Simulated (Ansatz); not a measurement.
**Equation of state of Au from a dense series**

```yaml
crystal:
  lattice:
    - [2.90000, 0.00000, 0.00000]
    - [-1.45000, 2.51147, 0.00000]
    - [0.00000, 0.00000, 4.88000]
  atoms:
    - { symbol: Au, position: [0.33333, 0.66667, 0.75000] }
    - { symbol: Au, position: [0.66667, 0.33333, 0.25000] }
```

Atoms are numbered in the order listed.

Conventional cell: a = 2.900 Å, b = 2.900 Å, c = 4.880 Å, α = 90.00°, β = 90.00°, γ = 120.00°. Around Au (atom 1) lie 12 Au at 2.90 to 2.96 Å.

The geometry is COD entry 1545302, unchecked; take it as a test cell.

No spin–orbit coupling, which matters for the heavy atoms here.

Theory: DFT, PBEsol, all-electron LAPW, scalar-relativistic in Ansatz 0.2.0.

The runs use a Γ-centred 14×14×8 k mesh, Fermi–Dirac smearing of 0.03 eV, basis error target 0.5 meV/atom, no spin polarisation.

The cell is scaled evenly. Fractional coordinates are held (clamped ions).

```
V (Å³/atom)  P (GPa)
     16.714     3.39
     17.060    -0.30
     17.238    -2.01
     17.416    -3.59
     17.593    -5.05
     17.771    -6.39
     17.949    -7.64
     18.127    -8.82
     18.304    -9.92
     18.482   -10.96
     18.837   -12.81
```

Problem. Fit a third-order Birch–Murnaghan curve to the pressures.

Solution. P = (3B0/2)(y^(7/2) − y^(5/2))[1 + (3/4)(B0′ − 4)(y − 1)] with y = (V0/V)^(2/3) fits within 0.03 GPa for V0 = 17.030 Å³/atom, B0 = 170.0 GPa and B0′ = 5.80.

Problem. Predict the pressure at the withheld volume, 16.705 Å³/atom.

Solution. There y = 1.0129, so the fit gives 3.47 GPa; the run gave 3.49 GPa.
